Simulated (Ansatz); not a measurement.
# Run on MnO2 (P-3m1) — U = 1.5 eV on Mn d

Computed with DFT, LDA+U, all-electron LAPW, scalar-relativistic (Ansatz).

Command: `ansatz run input.yaml --threads 2 --pin off --max-ram 6144MiB --backend cpu --events-out ev --progress --plain --runs-dir out`

```yaml
crystal:
  lattice:
    - [2.8565781804, 0.0, 0.0]
    - [-1.4282890902, 2.4738692722, 0.0]
    - [0.0, 0.0, 4.6013740589]
  atoms:
    - { symbol: Mn, position: [0.0, 0.0, 0.5], spin: 4.0 }
    - { symbol: O, position: [0.6666666667, 0.3333333333, 0.29370743] }
    - { symbol: O, position: [0.3333333333, 0.6666666667, 0.70629257] }
magnetization:
  spin_polarized: true
kpoints:
  mp_grid: { grid: [11, 11, 6] }
scf:
  occupations: { method: fermi_dirac, width: 0.03 }
hamiltonian:
  xc: lda
  pseudopotentials: { kind: all_electron, lapw: { basis_error: 0.001 } }
  hubbard: { sites: [{ species: Mn, l: d, u_eff: 1.5 }] }
output:
  forces: true
  stress: true
  eigenvalues: true
  hubbard: { sites: [{ species: Mn, l: d }] }
  populations: true
```

The program prints:

```
Mn: projections on atomic orbitals take those of the free atom 1s2 2s2 2p6 3s2 3p6 3d5 4s2, of charge +0.00 (hamiltonian.pseudopotentials.projection_atoms)
O: projections on atomic orbitals take those of the free atom 1s2 2s2 2p4, of charge +0.00 (hamiltonian.pseudopotentials.projection_atoms)
LAPW: plane waves up to 10.880 Å⁻¹, error target 1.0e-3 eV per atom; small_component_spin mean_spin; O in spheres of 0.864 Å, 8 of its electrons in bands, Dirac shells []; Mn in spheres of 1.039 Å, 21 of its electrons in bands, Dirac shells [] (how accurate: hamiltonian.pseudopotentials.lapw.basis_error, Limitations)
Engine: ansatz 0.2.0
Pseudopotentials: kind: all_electron
Pseudopotential: Mn, LAPW, valence charge 21, lapw/all_electron/scalar/gaussian/Mn, Koelling and Harmon's equation, gaussian nucleus
Pseudopotential: O, LAPW, valence charge 8, lapw/all_electron/scalar/gaussian/O, Koelling and Harmon's equation, gaussian nucleus
Functional definition: SPW92
  exchange = slater_x
  correlation = pw_c
Crystal: 3 atoms, lattice volume = 32.517 Å³
Basis set: ecut = 451.01085106699117 eV, 699 PW (Γ), exchange–correlation at level 2
Bands: 25, of which v1, the nominal top of the filled ones, is band 19 counted from 1 (18 counted from 0)
Symmetry: 12 space group operations
Space group: P-3m1 (ITA 164), of the structure as read, at distance tolerance 3.2e-5 Å
Magnetic group: BNS 164.85 (UNI 1315), of the structure as read, at distance tolerance 3.2e-5 Å
k-points: 84 of 726
Non-local potential: Mn, projectors of the file, none
Non-local potential: O, projectors of the file, none
Initial density: superposition of atomic densities (chi_scale 0.1, normalization cell, long waves kept (reshape's long-wave potential 0.17 eV rms))
Starting moments: Σ|m| = 4 μB on 1 of 3 sites
Initial wavefunctions: plane waves of lowest kinetic energy (no species holds an atomic orbital)
Functional: x = slater, c = lda
iter 1 solved again at ethr=1.90e-2 eV; its pass at ethr=1.00e-1 eV (dr2=7.04e0 eV) is discarded
SCF iter   1: F=—  HF=-35543.962053 eV  |F-HF|=—  |Δ(HF+E_count)|=         —  Δρ=8.28e-2 (↑8.28e-2 ↓7.01e-2)  dr2=7.04e0  dr2_m=2.27e-1  M=3.000 μB ∫|m|=3.315 μB  β_m=0.30  ethr=1.90e-2  ⟨swp⟩=2.0  Hψ=27005  notcnv=0
preconditioner: auto → none  [insulator: Δε(μ)=1.239 eV  Ē_g=15.028 eV  σ=0.030 eV  W_gap=1.00  n_scr=10 (ndim 8)  ℏωp=28.4 eV  f_vac=0.166  D(μ)=0.00/eV (n_scr^D=0)  ε∞_Penn≈4.6]
SCF iter   2: F=—  HF=-35543.066218 eV  |F-HF|=—  |Δ(HF+E_count)|=   8.96e-1  Δρ=6.65e-2 (↑4.01e-2 ↓6.65e-2)  dr2=5.15e0  dr2_m=1.16e-1  M=2.969 μB ∫|m|=3.119 μB  β_m=0.30  ethr=1.90e-2  ⟨swp⟩=2.5  Hψ=12225  notcnv=0
SCF iter   3: F=—  HF=-35541.805800 eV  |F-HF|=—  |Δ(HF+E_count)|=    1.26e0  Δρ=2.48e-2 (↑2.48e-2 ↓2.33e-2)  dr2=5.62e-1  dr2_m=4.54e-2  M=3.000 μB ∫|m|=3.300 μB  β_m=0.30  ethr=1.39e-2  ⟨swp⟩=2.0  Hψ=12100  notcnv=0
iter 4 solved again at ethr=4.78e-5 eV; its pass at ethr=1.52e-3 eV (dr2=1.77e-2 eV) is discarded
SCF iter   4: F=—  HF=-35541.737246 eV  |F-HF|=—  |Δ(HF+E_count)|=         —  Δρ=1.13e-2 (↑7.78e-3 ↓1.13e-2)  dr2=1.76e-2  dr2_m=2.26e-2  M=3.000 μB ∫|m|=3.262 μB  β_m=0.30  ethr=4.78e-5  ⟨swp⟩=2.0  Hψ=21343  notcnv=0
the basis was enlarged: its passes take 609.2 KiB over the memory plan, 2 of 2 planned eigensolver slots
SCF iter   5: F=—  HF=-35541.761233 eV  |F-HF|=—  |Δ(HF+E_count)|=   2.40e-2  Δρ=7.51e-3 (↑7.51e-3 ↓6.17e-3)  dr2=4.66e-3  dr2_m=1.33e-2  M=3.000 μB ∫|m|=3.239 μB  β_m=0.30  ethr=4.77e-5  ⟨swp⟩=2.0  Hψ=12937  notcnv=0
SCF iter   6: F=—  HF=-35541.781248 eV  |F-HF|=—  |Δ(HF+E_count)|=   2.00e-2  Δρ=5.31e-3 (↑5.31e-3 ↓5.08e-3)  dr2=1.58e-4  dr2_m=8.01e-3  M=3.000 μB ∫|m|=3.215 μB  β_m=0.30  ethr=1.26e-5  ⟨swp⟩=2.0  Hψ=12021  notcnv=0
SCF iter   7: F=—  HF=-35541.793259 eV  |F-HF|=—  |Δ(HF+E_count)|=   1.20e-2  Δρ=4.24e-3 (↑4.02e-3 ↓4.24e-3)  dr2=3.99e-5  dr2_m=5.09e-3  M=3.000 μB ∫|m|=3.196 μB  β_m=0.30  ethr=4.26e-7  ⟨swp⟩=2.6  Hψ=12436  notcnv=0
Mixer restart at iter 7: flushing history
spin-set hold released at iteration 7 (site moments contracting): the magnetisation degrees of freedom join the quasi-Newton model from the next iteration; the mixer history was flushed
SCF iter   8: F=—  HF=-35541.800374 eV  |F-HF|=—  |Δ(HF+E_count)|=   7.11e-3  Δρ=3.53e-3 (↑3.53e-3 ↓3.20e-3)  dr2=6.92e-5  dr2_m=3.36e-3  M=3.000 μB ∫|m|=3.181 μB  β_m=0.51  ethr=1.08e-7  ⟨swp⟩=3.0  Hψ=12692  notcnv=0
SCF iter   9: F=—  HF=-35541.820751 eV  |F-HF|=—  |Δ(HF+E_count)|=   2.04e-2  Δρ=5.55e-3 (↑2.93e-3 ↓5.55e-3)  dr2=3.09e-2  dr2_m=5.27e-4  M=3.000 μB ∫|m|=3.126 μB  β_m=0.26  ethr=1.08e-7  ⟨swp⟩=3.8  Hψ=15372  notcnv=0  recentre
SCF iter  10: F=—  HF=-35541.810337 eV  |F-HF|=—  |Δ(HF+E_count)|=   1.04e-2  Δρ=1.64e-3 (↑1.64e-3 ↓1.36e-3)  dr2=3.30e-5  dr2_m=6.70e-4  M=3.000 μB ∫|m|=3.139 μB  β_m=0.56  ethr=1.08e-7  ⟨swp⟩=3.6  Hψ=15230  notcnv=0
SCF iter  11: F=—  HF=-35541.811791 eV  |F-HF|=—  |Δ(HF+E_count)|=   1.45e-3  Δρ=1.18e-4 (↑2.56e-5 ↓1.18e-4)  dr2=3.57e-6  dr2_m=1.36e-6  M=3.000 μB ∫|m|=3.109 μB  β_m=0.60  ethr=8.91e-8  ⟨swp⟩=3.0  Hψ=13404  notcnv=0
SCF iter  12: F=—  HF=-35541.811793 eV  |F-HF|=—  |Δ(HF+E_count)|=   1.44e-6  Δρ=2.94e-5 (↑2.94e-5 ↓1.92e-5)  dr2=3.39e-7  dr2_m=1.25e-7  M=3.000 μB ∫|m|=3.108 μB  β_m=0.62  ethr=9.66e-9  ⟨swp⟩=2.5  Hψ=12101  notcnv=0
SCF iter  13: F=—  HF=-35541.811793 eV  |F-HF|=—  |Δ(HF+E_count)|=   2.32e-7  Δρ=1.02e-5 (↑8.40e-6 ↓1.02e-5)  dr2=2.17e-8  dr2_m=2.00e-8  M=3.000 μB ∫|m|=3.108 μB  β_m=0.68  ethr=9.15e-10  ⟨swp⟩=2.3  Hψ=11934  notcnv=0
SCF iter  14: F=-35541.811793 eV  HF=-35541.811793 eV  |F-HF|=4.51e-10  |Δ(HF+E_count)|=   7.64e-8  Δρ=1.82e-6 (↑1.82e-6 ↓1.20e-6)  dr2=9.89e-10  dr2_m=4.97e-10  M=3.000 μB ∫|m|=3.108 μB  ethr=5.88e-11  ⟨swp⟩=2.5  Hψ=12561  notcnv=0
SCF 1 converged in 14 iterations: F = -35541.811793 eV  dr2 = 9.89e-10
SCF converged after 14 iterations
Magnetization: 3.0000 μB (20.0000 up, 17.0000 down)
Absolute magnetization: 3.1077 μB (∫|ρ↑−ρ↓|)
Spin contamination: 0.0565 ħ² per cell (⟨S²⟩ above its minimum at these occupations)
Per-site moments (μB) at R_I (Å): [(2.8018099420536178, 1.0392533770090975), (0.009768426164263655, 0.863652055575583), (0.009768426164263655, 0.863652055575583)]
Free energy (F): -35541.811793 eV
Harris-Foulkes:  -35541.811793 eV  (|F-HF|=4.51e-10)
Internal energy: -35541.811793 eV  (E = F + TS)
E sigma→0 (E₀):  -35541.811793 eV
Fermi energy:    8.151159 eV
--- Per-component energies (eV) ---
  E_band       = -6037.085675
  E_kinetic    = 35909.229707
  E_xc         = -1802.253400
  E_hubbard    = 1.007763  (on-site DFT+U / exact-exchange correction)
  E_vhub       = -1.815501  (the Hubbard potential's part of the band-sum identity)
  E_electrostatic = -69649.795864  (all electrons and nuclei)
  E_smearing   = -0.000000  (= −TS)
  E_closure    = 0.000000  (closes the sum)
  E_atoms      = -35516.048988  (free atoms, spherical and without spin; not in F)
  Σ components = -35541.811793   (vs F -35541.811793, Δ=0.00e0)
  Basis errors (estimates in eV, not in F): energy 4.5e-4 per atom: plane waves 4.1e-4 (2.4e-4 summed), levels above the bands 5.6e-211, relativity 1.1e-8, radial functions 4.5e-5, core shells 3.5e-7; eigenvalues (radial functions only) 1.1e-5; not estimated: angular momenta, meshes, grids; target (lapw.basis_error) 1.0e-3; muffin-tin radii O 0.864 Å, Mn 1.039 Å
--- Forces (eV/Å), atoms counted from 1 ---
  atom   1  Mn     0.00000000     0.00000000     0.00000000
  atom   2  O      0.00000000     0.00000000     0.45663999
  atom   3  O      0.00000000     0.00000000    -0.45663999
  max |Σ_I F_I| component: 1.85e-17 eV/Å
--- Stress (GPa, compression-positive) ---
       -7.635308       0.000000       0.000000
        0.000000      -7.635308       0.000000
        0.000000       0.000000      -5.383871
  P = ⅓ Tr σ = -6.8848 GPa (-68.848 kbar)
--- Band table (eV; the first three rows and the last of 168) ---
  k-point 0 ↑: bands = ["-616.5936", "-616.5936", "-616.5684", "-493.8596", "-493.8596", "-73.2369", "-42.2514", "-42.2514", "-42.2409", "-11.6561", "-9.2158", "1.0749", "1.5772", "1.5772", "4.7209", "4.7209", "6.3317", "6.3317", "6.6069", "7.0378", "10.4983", "10.4983", "14.6597", "17.8595", "22.2582"]
  k-point 1 ↑: bands = ["-616.5936", "-616.5936", "-616.5684", "-493.8596", "-493.8596", "-73.2369", "-42.2514", "-42.2514", "-42.2409", "-11.6270", "-9.2683", "1.2226", "1.5801", "1.5801", "4.7193", "4.7193", "6.1762", "6.3205", "6.3205", "7.2377", "10.5117", "10.5117", "15.0052", "17.8240", "21.9202"]
  k-point 2 ↑: bands = ["-616.5936", "-616.5936", "-616.5684", "-493.8596", "-493.8596", "-73.2370", "-42.2514", "-42.2514", "-42.2410", "-11.5654", "-9.3757", "1.5569", "1.5859", "1.5859", "4.7162", "4.7162", "5.5408", "6.2984", "6.2984", "7.3852", "10.5383", "10.5383", "15.8649", "17.5891", "21.2689"]
  k-point 83 ↓: bands = ["-615.4626", "-615.4626", "-615.3765", "-493.8496", "-493.8496", "-70.0433", "-39.3852", "-39.3453", "-39.0363", "-9.6402", "-9.6145", "2.2491", "2.4446", "3.2818", "4.5779", "5.0632", "5.3024", "9.2129", "9.8317", "9.9248", "11.5960", "11.6079", "20.0003", "22.2335", "22.4904"]
Occupation matrices written to <dir>
--- Löwdin populations: 3 sites ---
  site symbol       q [e]    m [muB]
     0     Mn     23.5424     2.9309
     1      O      8.6673     0.0242
     2      O      8.6673     0.0242
  spilling = 0.003000 (of n_electrons = 41.000000)
--- Occupation matrices: 1 shell (run DFT+U table (ortho-atomic); ε = 4.01e-3) ---
  Mn0 d_3D: site group D3d (-3m)
  Mn0 d_3D up     Tr n = 4.0072  λ = 0.519 0.519 0.989 0.990 0.990  [2× xz 0.29 Eg(1.00) | 3× z2 0.33 Eg(0.67)]
  Mn0 d_3D dn     Tr n = 1.1009  λ = 0.137 0.146 0.146 0.336 0.336  [z2 1.00 A1g(1.00) | 2× x2-y2 0.27 Eg(1.00) | 2× xz 0.27 Eg(1.00)]
  Tr n, λ and their labels are of the run-group-symmetrised matrices; stabiliser: 12 of 24 elements of G0×{1,Θ} (closed), max defect 1.2e-15 at τ = 8.5e-4
```

occupations.tsv:

```
# site	symbol	l	channel	k	occupation	cluster	real_ylm_label	real_ylm_weight	cubic_label	cubic_weight	pseudocubic_irrep	site_irrep	w_site_irrep	cell_site_irrep	w_cell_site_irrep
# projection_atom_Mn: 1s2 2s2 2p6 3s2 3p6 3d5 4s2
# projection_atom_O: 1s2 2s2 2p4
# site_irrep/w_site_irrep = the cluster's dominant irrep under the shell's site group (Mulliken, in the setting of the per-shell frame z, x; double-valued rows on a spinor block under rep=spin_orbital) and its weight, the cluster's purity; - without a site group
# cell_site_irrep/w_cell_site_irrep = the same under the site's group on the run's cell, the crystal's operations that keep its lattice, with its own per-shell comment where it differs; - as there, and where that group is no smaller or either group is refused
# basis = run DFT+U table (ortho-atomic)
# labels = run-group-symmetrised matrices
# epsilon = 0.0040053 provisional = false under_converged = false
# stabiliser = 12/24 closed max_defect = 1.1633e-15 tolerance = 0.00084964
# site 0 Mn l=2_3D: orbit=0, site group D3d (-3m), |G|=12, z=[0.000000, 0.000000, 1.000000], x=[1.000000, 0.000000, 0.000000], rep=spin
0	Mn	2_3D	up	0	0.519085	0	xz	0.2938	xz	0.2938	-	Eg	1.0000	-	-
0	Mn	2_3D	up	1	0.519085	0	xz	0.2938	xz	0.2938	-	Eg	1.0000	-	-
0	Mn	2_3D	up	2	0.988859	1	z2	0.3333	z2	0.3333	-	Eg	0.6667	-	-
0	Mn	2_3D	up	3	0.990076	1	z2	0.3333	z2	0.3333	-	Eg	0.6667	-	-
0	Mn	2_3D	up	4	0.990076	1	z2	0.3333	z2	0.3333	-	Eg	0.6667	-	-
# Tr n = 4.007181
0	Mn	2_3D	dn	0	0.137307	0	z2	1.0000	z2	1.0000	-	A1g	1.0000	-	-
0	Mn	2_3D	dn	1	0.145821	1	x2-y2	0.2726	x2-y2	0.2726	-	Eg	1.0000	-	-
0	Mn	2_3D	dn	2	0.145821	1	x2-y2	0.2726	x2-y2	0.2726	-	Eg	1.0000	-	-
0	Mn	2_3D	dn	3	0.335950	2	xz	0.2726	xz	0.2726	-	Eg	1.0000	-	-
0	Mn	2_3D	dn	4	0.335950	2	xz	0.2726	xz	0.2726	-	Eg	1.0000	-	-
# Tr n = 1.100851
```

populations.tsv:

```
# site	symbol	l	j	q_up	q_dn
# orbitals = lowdin
# n_electrons = 41.000000
# spilling = 0.003000
# projection_atom_Mn: 1s2 2s2 2p6 3s2 3p6 3d5 4s2
# projection_atom_O: 1s2 2s2 2p4
0	Mn	0_1S	-	0.999992	0.999992
0	Mn	0_2S	-	0.999605	0.999614
0	Mn	0_3S	-	0.989449	0.989856
0	Mn	0_4S	-	0.241688	0.217203
0	Mn	1_2P	-	2.999984	2.999993
0	Mn	1_3P	-	2.998731	2.998251
0	Mn	2_3D	-	4.007181	1.100851
1	O	0_1S	-	0.999418	0.999370
1	O	0_2S	-	0.917917	0.909394
1	O	1_2P	-	2.428441	2.412773
2	O	0_1S	-	0.999418	0.999370
2	O	0_2S	-	0.917917	0.909394
2	O	1_2P	-	2.428441	2.412773
```

Site moments (μB): Mn1 2.80, O2 0.01, O3 0.01. Cell moment 3.00 μB.

The magnetic group in the log treats spin as a scalar label, without spin–orbit coupling.

None of this fixes the real material's magnetic order: only patterns that fit the cell were computed, without spin fluctuations and on one mesh and smearing, with a functional that can overstate moments.

It took 41 s on 2 threads of Arm Neoverse V2, on a shared host, peak memory 0.77 GiB.
